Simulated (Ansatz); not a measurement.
A distorted cell of SrVO₃ (cubic perovskite):

```
SrVO3
1.0
    3.75606     0.00000     0.00000
    0.00000     3.75606     0.00000
    0.00000     0.00000     3.90630
Sr V O
1 1 3
Direct
  0.00000   0.00000   0.00000
  0.50000   0.50000   0.50000
  0.00000   0.50000   0.50000
  0.50000   0.50000   0.00000
  0.50000   0.00000   0.50000
```

These are PBE (plane waves to 420 eV, PAW, scalar-relativistic; Ansatz, a program for electronic structure) values and carry that method's errors. k mesh 12×12×12 (Γ-centred), Fermi-Dirac smearing 0.05 eV. The energy includes the smearing's −TS. Compression counts positive. With partly filled bands, the response to shear is sensitive to the k mesh, so small differences along c/a are uncertain. SrVO3 is run without spin polarisation and with no Hubbard U. SrVO3 was relaxed with its symmetry unable to fall.

**Question.** What is the stress tensor (GPa)?

**Answer.** 
```
   11.7      0.0      0.0
    0.0     11.7      0.0
    0.0      0.0      2.4
```
The pressure, a third of the trace, is 8.6 GPa.

**Question.** It is the relaxed cell deformed to V/V₀ = 0.960, (c/a)/(c/a)₀ = 1.040, c along z, fractional positions held. What is its energy relative to the relaxed cell?

**Answer.** 20 meV/atom.

(Under strain, the slope of the energy per volume gives the stress and its curvature an elastic modulus.)
